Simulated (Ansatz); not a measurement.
Si2BAs in space group R3m (No. 160; B on 3a, As on 3a, Si on 3a, Si on 3a) under volume change, plane-wave PAW PBEsol (Ansatz code), shape and atoms relaxed at each volume.

```csv
V (Å³/atom),E − E(relaxed) (meV/atom),P (GPa)
14.960,51.3,11.99
15.453,21.6,7.39
15.946,5.1,3.42
16.439,0.0,0.00
16.932,4.6,-2.94
17.425,17.7,-5.48
17.919,38.0,-7.65
```

Problem. What does a third-order Birch–Murnaghan fit give for V₀, B₀ and B′?

Solution. V₀ = 16.44 Å³/atom, B₀ = 105 GPa, B′ = 4.0.

The start of the workflow was typed in or built on a structure type; neither database checked (COD, Materials Project) lists it. Whether it is the stable phase at ambient conditions was not checked. The cell was relaxed with PBEsol under the symmetry of its start; whether a distortion lowers the energy is not shown. The volume moved by 16 % from the start of the relaxation.

Potentials: the earlier of the program's two PAW sets. The files were generated under PBE; for other functionals the program regenerates the frozen cores, and for LDA and PBEsol the local potential too.
